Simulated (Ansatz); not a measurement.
Data:

SrGaSnH (space group P3m1)

```xyz
4
Lattice="4.4475 0.0000 0.0000 -2.2237 3.8516 0.0000 0.0000 0.0000 5.1639" Properties=species:S:1:pos:R:3 pbc="T T T"
Sr     0.0000     0.0000     0.0127
Ga     2.2237     1.2839     3.0962
Sn     0.0000     2.5678     2.3522
H      2.2237     1.2839     4.8113
```

Equation-of-state scan: isotropic scaling of the cell above, V₀ being its volume. The atoms relax within the cell's symmetry.

Method: r2SCAN (plane waves to 500 eV, PAW, scalar-relativistic; Ansatz, a first-principles code). k mesh 9×9×7 (Γ-centred), Fermi-Dirac smearing 0.05 eV. Energies are smeared free energies. Stress and pressure are positive under compression. With the shape held, the modulus is that of even scaling; a crystal free to change shape is softer. SrGaSnH was relaxed with its symmetry unable to fall. ΔE is measured from the relaxed starting cell.

The scan covers V/V₀ from 0.940 to 1.060 in 9 points.

Problem. What pressure does the cell carry at V/V₀ = 0.940?

Solution. 3.32 GPa.

Problem. What is ΔE at V/V₀ = 0.940?

Solution. 13.0 meV/atom.

(A scan under strain: stresses follow from slopes of the energy per volume, elastic moduli from its curvatures.)
